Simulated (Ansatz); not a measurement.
Compressing MnNi3: a fit and a missing row

MnNi3, Pm-3m, a = 3.504 Å. The structure is a COD entry; whether it is the stable form wasn't checked. Ansatz: PBEsol, PAW, 420 eV, Γ-centred 12×12×12 mesh on 4 atoms, Gaussian smearing 0.10 eV; collinear spin, largest moment 3.0 μB. Symmetry fixes shape and atoms, so the cell is only scaled; pressure is positive in compression.

| V (Å³/atom) | P (GPa) |
| --- | --- |
| 9.469 | 36.00 |
| 9.791 | ? |
| 10.114 | 14.85 |
| 10.437 | 6.77 |
| 10.760 | 0.00 |
| 11.083 | -5.67 |
| 11.405 | -10.39 |
| 11.836 | -15.46 |

Task: Take V0 = 10.760 Å³/atom, fit the third-order Birch–Murnaghan form to the other rows, and predict the missing pressure.

Result: With the Eulerian strain f = ½[(V0/V)^(2/3) − 1] and y = P/[3f(1 + 2f)^(5/2)], the form is the line y = B0 + 1.5 B0 (B0′ − 4) f. Rows (f, y): 0.04447, 218.1; 0.02107, 211.9; 0.01026, 209.1; -0.00976, 203.4; -0.01903, 200.5; -0.03078, 196.2. Means f = 0.002705, y = 206.53; Σ(Δf)² = 0.003888, ΣΔfΔy = 1.117; the slope is their ratio. y = 205.8 + 287.4 f GPa, so B0 = 205.8 GPa and B0′ = 4 + 2 × (287.4)/(3 × 205.8) = 4.93. At V = 9.791, f = 0.03247, y = 215.13 and P = 24.53 GPa. The run gave 24.50 GPa, so the fit is 0.03 GPa too high, within the rms miss on the fitted rows (0.04 GPa). Note that the largest moment runs from 2.57 to 3.25 μB along the series.

The largest moment runs from 2.57 to 3.25 μB along the series, so B0 and B0′ hold the change of the moment too.

Only parallel moments were tried here.